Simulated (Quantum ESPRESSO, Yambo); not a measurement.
BaCu2S2 (space group I4/mmm, No. 139): one geometry, one set of PBEsol (pw.x of Quantum ESPRESSO, ONCV potentials, without SOC) orbitals, self-energies from Yambo (4×4×4 Γ-centred k mesh, bands 9 to 116 and a 6 Ry block in the screening, 116 bands in G with the Bruneval-Gonze terminator, plasmon pole fitted at 27.2 eV).

```json
[
 {"level": "PBEsol (Quantum ESPRESSO)", "gap Γ → Γ (eV)": "0.44"},
 {"level": "exchange only (Hartree-Fock self-energy on PBEsol orbitals)", "gap Γ → Γ (eV)": "…"},
 {"level": "static COHSEX@PBEsol", "gap Γ → Γ (eV)": "…"},
 {"level": "G0W0@PBEsol, plasmon pole", "gap Γ → Γ (eV)": "0.99"}
]
```

Q: Complete the blanks.

A: 
- exchange only (Hartree-Fock self-energy on PBEsol orbitals), gap Γ → Γ (eV): 9.31
- static COHSEX@PBEsol, gap Γ → Γ (eV): 1.03

Bare exchange has no screening and gives the widest gap; static COHSEX screens it but leaves out the frequency dependence, which G0W0 restores. All rows use the PBEsol edge points; in the exchange only run other k points give a smaller gap, 8.84 eV.

Convergence of the G0W0 settings was not tested.

Geometry of the Materials Project entry, not relaxed at this level; primitive cell a = 6.901 Å, b = 6.901 Å, c = 6.901 Å, α = 147.15°, β = 147.15°, γ = 47.14°.

The structure is a Materials Project entry; no match was found in the copy of COD used, and its stability was not checked.
